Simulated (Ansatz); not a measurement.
Space group Cmmm (No. 65). a = 9.430 Å, b = 9.450 Å, c = 4.055 Å, α = 90.00°, β = 90.00°, γ = 90.00°
| atom | site | symmetry | x | y | z |
| --- | --- | --- | --- | --- | --- |
| Ca | 2c | mmm | 0.0000 | 0.5000 | 0.5000 |
| Zn | 2a | mmm | 0.0000 | 0.0000 | 0.0000 |
| Br | 4h | 2mm | 0.3173 | 0.5000 | 0.5000 |
| Br | 4i | m2m | 0.0000 | 0.2883 | 0.0000 |

Equation of state of this CaZnBr$_{4}$ structure (not necessarily the ground state), with shape and atoms relaxed at each volume where symmetry leaves them free. Method: DFT PBE, scalar-relativistic, plane waves, PAW (Ansatz 0.2.0).

Cutoff 420 eV; k points 4×4×8 on the computed 6-atom cell (Γ-centred); Gaussian smearing, width 0.02 eV; no spin polarisation.

```csv
V (Å³/atom),E − E(largest V) (meV/atom),P (GPa),gap on mesh (eV)
26.502,43.26,5.17,2.36
27.405,19.05,3.48,2.29
28.309,3.51,2.08,2.21
29.212,-4.81,0.92,2.15
30.115,-7.30,0.00,2.10
31.019,-5.27,-0.69,2.08
31.922,0.00,-1.15,2.09
```

Task: Fit a third-order Birch–Murnaghan equation, E = E0 + (9V0B0/16)·[(x − 1)³B0' + (x − 1)²(6 − 4x)] with x = (V0/V)^(2/3), to E(V).

Result: V0 = 30.15 Å³/atom, B0 = 26 GPa, B0' = 6.9.

The cell was found from a structure generator's guess, not taken from experiment.
